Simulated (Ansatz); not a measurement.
# Is this Ni result the lowest state?

The cell (2 atoms) is Ni as an experimental structure (space group Fm-3m, primitive cell doubled). The computed pressure is over 10 GPa in size, so the cell is far from the computed equilibrium volume. Source: COD entry 9013032; the sample's temperature and pressure aren't taken into account, and it need not be the stable phase.

Method: DFT, r2SCAN, PAW, plane waves, scalar-relativistic (Ansatz).

```yaml
crystal:
  lattice:
    - [0.0, -1.7975, -1.7975]
    - [-3.595, -1.7975, -1.7975]
    - [0.0, 1.7975, -1.7975]
  atoms:
    - { symbol: Ni, position: [0.0, 0.0, 0.0], spin: 1.3 }
    - { symbol: Ni, position: [0.0, 0.5, 0.5], spin: -1.3 }
magnetization:
  spin_polarized: true
hamiltonian:
  xc: r2scan
  pseudopotentials: { kind: paw }
basis:
  ecutwfc: 500
kpoints:
  mp_grid: { grid: [14, 8, 11] }
scf:
  occupations: { method: fermi_dirac, width: 0.1 }
  lower_state_search: "off"
output:
  forces: true
  stress: true
```

Time: 43 s on 2 threads of Arm Neoverse V2, on a shared host, peak memory 0.61 GiB.

The end of the output:

```
SCF converged after 31 iterations
Magnetization: 0.0000 μB (18.0000 up, 18.0000 down)
Absolute magnetization: 0.5528 μB (∫|ρ↑−ρ↓|, with the PAW one-centre terms)
Spin contamination: 0.1763 ħ² per cell (⟨S²⟩ above its minimum at these occupations)
Per-site moments (μB) at R_I (Å): [(0.2704, 1.0485), (-0.2704, 1.0485)]
Free energy (F): -11690.276687 eV
Harris-Foulkes:  -11690.276687 eV  (|F-HF|=1.54e-9)
Internal energy: -11690.126044 eV  (E = F + TS)
E sigma→0 (E₀):  -11690.201366 eV
Entropy (-TS):   -0.150644 eV (-75.322 meV/atom)
Fermi energy:    16.346675 eV
--- Forces (eV/Å), atoms counted from 1 ---
  atom   1  Ni     0.00000000     0.00000000     0.00000000
  atom   2  Ni     0.00000000     0.00000000     0.00000000
--- Stress (GPa, compression-positive) ---
      -18.608920      -0.002940      -0.002940
       -0.002967     -18.709093      -0.173759
       -0.002967      -0.173759     -18.709093
  P = ⅓ Tr σ = -18.6757 GPa (-186.757 kbar)
```

The mesh has less symmetry than the lattice, which lowers the symmetry of the run.

r2SCAN tends to overstate moments and magnetic energies in itinerant metals.

Site moments are taken inside atomic spheres and don't add up to the total.

Task: The run converged. Is this the lowest state of the cell, and if not, what lies lower and how is it reached?

Result: No. A state 109 meV/atom (0.218 eV per cell) lower exists in this cell: ferromagnetic, site moments Ni1 0.85, Ni2 0.85 μB, total 1.56 μB per cell, no gap on the k-mesh. It was reached from: parallel moments, default search for lower states [Ni1 2.00, Ni2 2.00 μB]; a moment on one site alone, plain SCF [Ni2 2.00 μB]. The wrong state matters: the pressure is -16.7 GPa there against -18.7 GPa here. States within about 5 meV/atom are too close for this mesh, smearing and search to settle their order. This multiple of the primitive cell fits some opposed orders; other multiples fit others. Orders that need a larger cell or non-collinear spins weren't tried.
